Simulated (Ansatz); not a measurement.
The relaxed structure here is a generated cell of Bi: the first start was made by placing the elements on the sites of a structure type, and the end was not matched to a known phase here, so it may be hypothetical. Known forms of Bi include space group No. 166.

A relaxed structure of Bi. Space group Pm-3m (No. 221), simple cubic type. Method: r2SCAN (plane waves to 500 eV, PAW, scalar-relativistic; Ansatz, a first-principles code).

```cif
data_Bi
_chemical_formula_sum 'Bi1'
_space_group_name_H-M_alt 'P 1'
_space_group_IT_number 1
_cell_length_a 3.25358
_cell_length_b 3.25358
_cell_length_c 3.25358
_cell_angle_alpha 90.000
_cell_angle_beta 90.000
_cell_angle_gamma 90.000
loop_
_space_group_symop_operation_xyz
  'x, y, z'
loop_
_atom_site_label
_atom_site_type_symbol
_atom_site_fract_x
_atom_site_fract_y
_atom_site_fract_z
_atom_site_occupancy
Bi1 Bi 0.00000 0.00000 0.00000 1
```

| Item | Value |
|---|---|
| Volume per atom | 34.44 Å³ |
| Band gap | no gap (metallic) |
| Shortest distances | Bi–Bi 3.25 Å |
| k-mesh | 14×14×14 |

Band energies at high-symmetry points (eV from the Fermi level; labels of this space group; no spin-orbit coupling), from −5 eV up to 5.0 eV:

```tsv
point	energies
Γ	3.38 3.38 3.38
X	–
M	-3.23 -3.23 3.17
R	-1.44 -1.44 -1.44
```

No spin polarisation in the result.

The run could not lose the symmetry of its start: the end is stationary, and may be a saddle point rather than a minimum.
